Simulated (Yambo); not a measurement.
A G0W0@LDA run in Yambo for CdBr$_{2}$ (space group R-3m, No. 166) (4×4×4 Γ-centred k mesh, bands 5 to 131 and a 7 Ry block in the screening, 131 bands in G with the Bruneval-Gonze terminator, plasmon pole fitted at 27.2 eV) gives these matrix elements, in eV, at the band edges (Z → Γ):

```json
[
 {"state": "valence edge", "E0": "0.000", "<Vxc>": "-14.302", "<Σx>": "-17.851", "<Σc(E0)>": "2.209", "Z": "0.802"},
 {"state": "conduction edge", "E0": "2.547", "<Vxc>": "-11.032", "<Σx>": "-6.997", "<Σc(E0)>": "-3.052", "Z": "0.834"}
]
```

Solve the linearised quasiparticle equation for both states, give the gap, and say how exchange and correlation each act on it.

E = E0 + Z(Σx + Σc − Vxc). Valence: 0.000 + 0.802 × (-17.851 + (2.209) − (-14.302)) = -1.07 eV. Conduction: 2.547 + 0.834 × (-6.997 + (-3.052) − (-11.032)) = 3.37 eV. The gap is 4.44 eV, against 2.55 eV in LDA. Replacing Vxc by bare exchange alone would open it by 7.58 eV; correlation takes back 5.26 eV of that, and Z scales what is left. Nearest settings tried, and what they do to the gap: 102 bands in W, 102 bands in G: +14 meV; 4 Ry block (97 vectors against 215): -92 meV; 2×2×2 mesh: +11 meV. So the settings aren't converged at that level. Spin-orbit splittings are left out.

Geometry of the Materials Project entry, not relaxed at this level; primitive cell a = b = c = 6.893 Å, α = β = γ = 33.92°.

The distance between layers or molecules is the database entry's, not relaxed here. Functionals without dispersion can leave it too large, which widens gaps and weakens the response across layers: the numbers belong to this cell.
